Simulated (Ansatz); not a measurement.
All numbers below come from DFT r2SCAN, scalar-relativistic, plane waves, PAW in Ansatz 0.2.0.

Structure of Ti2AlC:

```xyz
8
Lattice="3.0547 0.0000 0.0000 -1.5274 2.6455 0.0000 0.0000 0.0000 13.7182" Properties=species:S:1:pos:R:3 pbc="T T T"
Ti    0.0000    1.7637    1.1449
Ti    1.5274    0.8818    8.0040
Ti    1.5274    0.8818   12.5734
Ti    0.0000    1.7637    5.7142
Al    0.0000    1.7637   10.2887
Al    1.5274    0.8818    3.4296
C     0.0000    0.0000    0.0000
C     0.0000    0.0000    6.8591
```

Plane waves to 500 eV, a k mesh through Γ of 12×12×4 on the computed 8-atom cell and Gaussian smearing (0.10 eV); no spin polarisation.

Levels along Γ–M–K–Γ–A–L–H–A | L–M | H–K, in eV from the Fermi level, sorted by energy at each point. Points in fractions of the primitive reciprocal vectors: Γ (0.000 0.000 0.000), M (0.500 0.000 0.000), K (0.333 0.333 0.000), A (0.000 0.000 0.500), L (0.500 0.000 0.500), H (0.333 0.333 0.500).
| point | k (1/Å, with 2π) | band 28 | band 29 | band 30 | band 31 | band 32 | band 33 | band 34 |
| --- | --- | --- | --- | --- | --- | --- | --- | --- |
| Γ | 0.000 | -1.55 | 0.45 | 0.81 | 1.05 | 1.05 | 1.07 | 1.07 |
| - | 0.170 | -1.54 | 0.45 | 0.83 | 0.89 | 0.92 | 1.12 | 1.14 |
| - | 0.339 | -1.48 | 0.35 | 0.46 | 0.52 | 0.96 | 1.24 | 1.29 |
| - | 0.509 | -1.34 | -0.15 | -0.07 | 0.35 | 0.75 | 1.16 | 1.48 |
| - | 0.679 | -1.19 | -0.68 | -0.53 | 0.02 | 0.17 | 1.45 | 1.65 |
| - | 0.848 | -1.09 | -1.05 | -0.85 | -0.76 | -0.63 | 1.70 | 1.80 |
| - | 1.018 | -1.77 | -1.38 | -1.18 | -0.96 | -0.92 | 1.73 | 2.10 |
| M | 1.188 | -2.36 | -1.32 | -1.27 | -0.88 | -0.87 | 1.72 | 2.22 |
| - | 1.286 | -2.34 | -1.28 | -1.22 | -0.88 | -0.84 | 1.74 | 2.05 |
| - | 1.383 | -2.28 | -1.18 | -1.09 | -0.88 | -0.75 | 1.57 | 1.79 |
| - | 1.481 | -2.18 | -1.09 | -0.94 | -0.86 | -0.61 | 1.03 | 1.52 |
| - | 1.579 | -2.04 | -1.02 | -0.86 | -0.85 | -0.45 | 0.45 | 1.24 |
| - | 1.677 | -1.86 | -0.96 | -0.93 | -0.85 | -0.29 | -0.17 | 1.05 |
| - | 1.775 | -1.64 | -1.21 | -0.92 | -0.86 | -0.80 | -0.19 | 0.95 |
| K | 1.873 | -1.36 | -1.33 | -1.33 | -0.88 | -0.88 | -0.16 | 0.93 |
| - | 2.069 | -1.36 | -1.00 | -0.90 | -0.81 | -0.58 | -0.16 | 0.90 |
| - | 2.265 | -1.14 | -1.04 | -0.68 | -0.27 | 0.08 | 0.33 | 0.51 |
| - | 2.461 | -1.15 | -0.78 | -0.04 | 0.05 | 0.12 | 0.48 | 1.04 |
| - | 2.657 | -1.20 | -0.33 | -0.13 | 0.27 | 0.78 | 0.87 | 1.23 |
| - | 2.853 | -1.44 | 0.29 | 0.34 | 0.39 | 0.93 | 1.20 | 1.32 |
| - | 3.049 | -1.54 | 0.45 | 0.84 | 0.85 | 0.86 | 1.14 | 1.17 |
| Γ | 3.244 | -1.55 | 0.45 | 0.81 | 1.05 | 1.05 | 1.07 | 1.07 |
| - | 3.277 | -1.56 | 0.46 | 0.81 | 1.05 | 1.05 | 1.07 | 1.07 |
| - | 3.310 | -1.60 | 0.48 | 0.80 | 1.05 | 1.05 | 1.07 | 1.07 |
| - | 3.342 | -1.66 | 0.51 | 0.78 | 1.05 | 1.05 | 1.07 | 1.07 |
| - | 3.375 | -1.74 | 0.54 | 0.76 | 1.05 | 1.05 | 1.07 | 1.07 |
| - | 3.408 | -1.84 | 0.58 | 0.73 | 1.06 | 1.06 | 1.06 | 1.06 |
| - | 3.441 | -1.94 | 0.62 | 0.70 | 1.06 | 1.06 | 1.06 | 1.06 |
| A | 3.473 | -2.06 | 0.66 | 0.66 | 1.06 | 1.06 | 1.06 | 1.06 |
| - | 3.643 | -1.91 | 0.66 | 0.66 | 0.91 | 0.91 | 1.13 | 1.13 |
| - | 3.813 | -1.72 | 0.43 | 0.43 | 0.67 | 0.67 | 1.31 | 1.31 |
| - | 3.982 | -1.58 | -0.11 | -0.11 | 0.51 | 0.51 | 1.44 | 1.44 |
| - | 4.152 | -1.48 | -0.59 | -0.59 | 0.09 | 0.09 | 1.54 | 1.54 |
| - | 4.322 | -1.37 | -0.93 | -0.93 | -0.68 | -0.68 | 1.74 | 1.74 |
| - | 4.491 | -1.89 | -1.25 | -1.25 | -0.94 | -0.94 | 1.91 | 1.91 |
| L | 4.661 | -2.58 | -1.29 | -1.29 | -0.87 | -0.87 | 1.99 | 1.99 |
| - | 4.759 | -2.57 | -1.24 | -1.24 | -0.86 | -0.86 | 1.94 | 1.94 |
| - | 4.857 | -2.51 | -1.14 | -1.14 | -0.80 | -0.80 | 1.65 | 1.65 |
| - | 4.955 | -2.40 | -1.05 | -1.05 | -0.68 | -0.68 | 1.22 | 1.22 |
| - | 5.053 | -2.25 | -1.00 | -1.00 | -0.58 | -0.58 | 0.81 | 0.81 |
| - | 5.151 | -2.07 | -0.98 | -0.98 | -0.64 | -0.64 | 0.50 | 0.50 |
| - | 5.249 | -1.86 | -1.12 | -1.12 | -0.81 | -0.81 | 0.39 | 0.39 |
| H | 5.347 | -1.74 | -1.38 | -1.38 | -0.84 | -0.84 | 0.37 | 0.37 |
| - | 5.542 | -1.39 | -0.95 | -0.95 | -0.81 | -0.81 | 0.43 | 0.43 |
| - | 5.738 | -1.20 | -0.71 | -0.71 | -0.30 | -0.30 | 0.60 | 0.60 |
| - | 5.934 | -1.25 | -0.56 | -0.56 | 0.24 | 0.24 | 0.72 | 0.72 |
| - | 6.130 | -1.39 | -0.26 | -0.26 | 0.58 | 0.58 | 0.92 | 0.92 |
| - | 6.326 | -1.63 | 0.31 | 0.31 | 0.63 | 0.63 | 1.24 | 1.24 |
| - | 6.522 | -1.87 | 0.66 | 0.66 | 0.85 | 0.85 | 1.15 | 1.15 |
| A | 6.718 | -2.06 | 0.66 | 0.66 | 1.06 | 1.06 | 1.06 | 1.06 |
| L | 6.718 | -2.58 | -1.29 | -1.29 | -0.87 | -0.87 | 1.99 | 1.99 |
| - | 6.750 | -2.58 | -1.29 | -1.28 | -0.88 | -0.87 | 1.93 | 2.04 |
| - | 6.783 | -2.54 | -1.30 | -1.28 | -0.88 | -0.87 | 1.87 | 2.09 |
| - | 6.816 | -2.48 | -1.30 | -1.28 | -0.88 | -0.87 | 1.82 | 2.14 |
| - | 6.849 | -2.43 | -1.31 | -1.27 | -0.88 | -0.87 | 1.78 | 2.17 |
| - | 6.881 | -2.40 | -1.31 | -1.27 | -0.88 | -0.87 | 1.75 | 2.20 |
| - | 6.914 | -2.37 | -1.32 | -1.27 | -0.88 | -0.87 | 1.73 | 2.22 |
| M | 6.947 | -2.36 | -1.32 | -1.27 | -0.88 | -0.87 | 1.72 | 2.22 |
| H | 6.947 | -1.74 | -1.38 | -1.38 | -0.84 | -0.84 | 0.37 | 0.37 |
| - | 6.979 | -1.66 | -1.38 | -1.38 | -0.84 | -0.84 | 0.26 | 0.49 |
| - | 7.012 | -1.59 | -1.37 | -1.37 | -0.84 | -0.84 | 0.15 | 0.60 |
| - | 7.045 | -1.52 | -1.36 | -1.36 | -0.85 | -0.85 | 0.05 | 0.70 |
| - | 7.078 | -1.46 | -1.35 | -1.35 | -0.86 | -0.86 | -0.03 | 0.79 |
| - | 7.110 | -1.40 | -1.34 | -1.34 | -0.87 | -0.87 | -0.10 | 0.86 |
| - | 7.143 | -1.37 | -1.34 | -1.34 | -0.88 | -0.88 | -0.14 | 0.91 |
| K | 7.176 | -1.36 | -1.33 | -1.33 | -0.88 | -0.88 | -0.16 | 0.93 |

Cost: 1 run of about 2.5 core-minutes, on Arm Neoverse V2 (shared hosts).